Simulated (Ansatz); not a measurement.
## Li: reading a single point

```
Li
1.0
    -1.72267    1.72267    1.72267
     1.72267   -1.72267    1.72267
     1.72267    1.72267   -1.72267
Li
1
Direct
  0.00000 0.00000 0.00000
```

The numbers come from plane-wave PAW DFT (Ansatz): PBE, no spin polarisation, 420 eV, 14×14×14 Γ-centred k points, fermi-dirac occupations (width 0.1 eV). Nothing was relaxed.

Problem. Describe some of the short contacts.

Solution. Li–Li at 2.98 Å: least valence density 0.05 e/Å³ and ELF 0.10 there. Both are smooth PAW fields, read partly inside the augmentation spheres.

Problem. What happens at the Fermi level?

Solution. It is a metal, with about 0.48 states/eV a cell as the mean within 0.25 eV of the Fermi level.

Problem. Is the cell too large or too small?

Solution. The pressure is -0.1 GPa (compression positive), so with the atoms held at these fractions the cell is close to zero pressure.

Origin: a database entry at a rescaled volume.

Run time, from a saved density: 110 s on 1 thread of Intel(R) Xeon(R) Platinum 8488C (Sapphire Rapids), on a shared host, peak memory 0.34 GiB. The time holds forces, stress, Bader, DOS, bands, ELF.
